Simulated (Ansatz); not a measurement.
Ti2C:
```cif
data_C4Ti8
_chemical_formula_sum 'Ti8 C4'
_space_group_name_H-M_alt 'P 1'
_space_group_IT_number 1
_cell_length_a 6.09578
_cell_length_b 6.09578
_cell_length_c 6.09578
_cell_angle_alpha 60.000
_cell_angle_beta 60.000
_cell_angle_gamma 60.000
loop_
_space_group_symop_operation_xyz
  'x, y, z'
loop_
_atom_site_label
_atom_site_type_symbol
_atom_site_fract_x
_atom_site_fract_y
_atom_site_fract_z
_atom_site_occupancy
Ti1 Ti 0.35612 0.88129 0.88129 1
Ti2 Ti 0.36871 0.36871 0.89388 1
Ti3 Ti 0.88129 0.35612 0.88129 1
Ti4 Ti 0.36871 0.36871 0.36871 1
Ti5 Ti 0.88129 0.88129 0.88129 1
Ti6 Ti 0.36871 0.89388 0.36871 1
Ti7 Ti 0.88129 0.88129 0.35612 1
Ti8 Ti 0.89388 0.36871 0.36871 1
C1 C 0.12500 0.12500 0.12500 1
C2 C 0.62500 0.12500 0.12500 1
C3 C 0.12500 0.12500 0.62500 1
C4 C 0.12500 0.62500 0.12500 1
```

Relaxed with r²SCAN.

Task: Which orbitals make up the states near the Fermi level in DFT-r²SCAN in the program Ansatz with PAW potentials?

Result: Within 0.5 eV of the Fermi level: Ti 3d 91 %. Projections are on Löwdin-orthogonalised atomic valence shells; empty p or d shells of many metals are not among them.

Task: Tabulate the density of states.

Result: States/eV per cell of 12 atoms, in 0.25 eV bins, energy from the Fermi level.

| E (eV) | total | Ti 3d | C 2p | Ti 4s |
|---|---|---|---|---|
| -7.85 | 0.00 | 0.00 | 0.00 | 0.00 |
| -7.60 | 0.00 | 0.00 | 0.00 | 0.00 |
| -7.35 | 0.00 | 0.00 | 0.00 | 0.00 |
| -7.10 | 0.00 | 0.00 | 0.00 | 0.00 |
| -6.85 | 0.00 | 0.00 | 0.00 | 0.00 |
| -6.60 | 0.00 | 0.00 | 0.00 | 0.00 |
| -6.35 | 0.00 | 0.00 | 0.00 | 0.00 |
| -6.10 | 0.00 | 0.00 | 0.00 | 0.00 |
| -5.85 | 0.00 | 0.00 | 0.00 | 0.00 |
| -5.60 | 0.00 | 0.00 | 0.00 | 0.00 |
| -5.35 | 2.75 | 0.73 | 1.22 | 0.65 |
| -5.10 | 6.66 | 1.81 | 3.03 | 1.47 |
| -4.85 | 6.41 | 1.95 | 3.24 | 0.92 |
| -4.60 | 8.86 | 2.66 | 4.57 | 1.26 |
| -4.35 | 6.18 | 2.02 | 3.25 | 0.66 |
| -4.10 | 4.07 | 1.52 | 2.03 | 0.34 |
| -3.85 | 7.50 | 2.49 | 4.01 | 0.65 |
| -3.60 | 10.32 | 3.22 | 6.13 | 0.53 |
| -3.35 | 8.93 | 3.35 | 5.07 | 0.19 |
| -3.10 | 7.92 | 3.41 | 4.19 | 0.11 |
| -2.85 | 9.62 | 4.48 | 4.90 | 0.08 |
| -2.60 | 16.25 | 7.65 | 8.36 | 0.04 |
| -2.35 | 0.55 | 0.22 | 0.29 | 0.01 |
| -2.10 | 0.33 | 0.06 | 0.05 | 0.10 |
| -1.85 | 1.99 | 0.78 | 0.24 | 0.62 |
| -1.60 | 8.09 | 4.03 | 0.91 | 2.41 |
| -1.35 | 7.84 | 5.06 | 0.61 | 1.73 |
| -1.10 | 9.81 | 7.71 | 0.39 | 1.15 |
| -0.85 | 13.14 | 10.14 | 0.50 | 1.15 |
| -0.60 | 10.10 | 9.00 | 0.32 | 0.33 |
| -0.35 | 6.39 | 5.95 | 0.15 | 0.13 |
| -0.10 | 6.44 | 5.70 | 0.27 | 0.21 |
| 0.15 | 3.19 | 2.75 | 0.16 | 0.14 |
| 0.40 | 8.70 | 8.09 | 0.13 | 0.19 |
| 0.65 | 9.43 | 8.67 | 0.21 | 0.26 |
| 0.90 | 18.25 | 16.92 | 0.44 | 0.34 |
| 1.15 | 5.09 | 4.61 | 0.20 | 0.09 |
| 1.40 | 7.80 | 7.47 | 0.16 | 0.08 |
| 1.65 | 9.19 | 8.84 | 0.19 | 0.07 |
| 1.90 | 9.76 | 9.43 | 0.16 | 0.07 |
| 2.15 | 8.50 | 8.23 | 0.13 | 0.05 |
| 2.40 | 12.17 | 11.52 | 0.35 | 0.11 |
| 2.65 | 14.31 | 13.45 | 0.51 | 0.12 |
| 2.90 | 20.88 | 19.37 | 0.98 | 0.18 |
| 3.15 | 22.14 | 20.66 | 0.90 | 0.26 |
| 3.40 | 18.91 | 17.35 | 0.85 | 0.33 |

Space group Fd-3m. The workflow started from a Materials Project entry (that database holds measured and hypothetical structures alike); the Crystallography Open Database copy checked does not list it. Its standing as an ambient phase is unchecked. Symmetry was held in the r²SCAN relaxation; whether a distortion lowers the energy is not shown. No spin polarisation was allowed.

Potentials: the earlier of the program's two PAW sets. The files were generated under PBE; for other functionals the program regenerates the frozen cores, and for LDA and PBEsol the local potential too.
